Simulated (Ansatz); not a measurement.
Here is the system:

SiO2:
Space group P6₃22 (No. 182); a = b = 5.0353 Å, c = 8.5659 Å, α = β = 90.00°, γ = 120.00°

```
atom  site  symmetry       x       y       z
----  ----  --------  ------  ------  ------
Si      4f       3..  0.3333  0.6667  0.0629
O       6g       .2.  0.0000  0.4130  0.0000
O       2c       3.2  0.3333  0.6667  0.2500
```

This is the r²SCAN-relaxed structure.

Q: All from plane-wave PAW r²SCAN (Ansatz code), unless another level is named. Predict the hole effective mass.

A: 0.98, 2.6, 2.6 mₑ (principal values).

Q: Give the electron effective mass.

A: 0.57 mₑ (isotropic).

Q: Next, the formation energy from the elements (no fitted shifts)?

A: -2.98 eV/atom.

Q: And the HSE06 gap on the r²SCAN cell?

A: 7.32 eV.

Q: And the conduction-band minimum?

A: at Γ.

Space group P6_322. The first step of the workflow began from a Materials Project structure, measured or hypothetical; the Crystallography Open Database copy checked does not list it. It is not the phase usual at ambient conditions (space group No. 92, 152, 154). The r²SCAN relaxation kept the symmetry of its start. At this level the phase is dynamically unstable (imaginary phonons). The references are the lowest solids computed at this level, not always the standard phases (solids in place of the gases).

Potentials: the earlier of the program's two PAW sets.
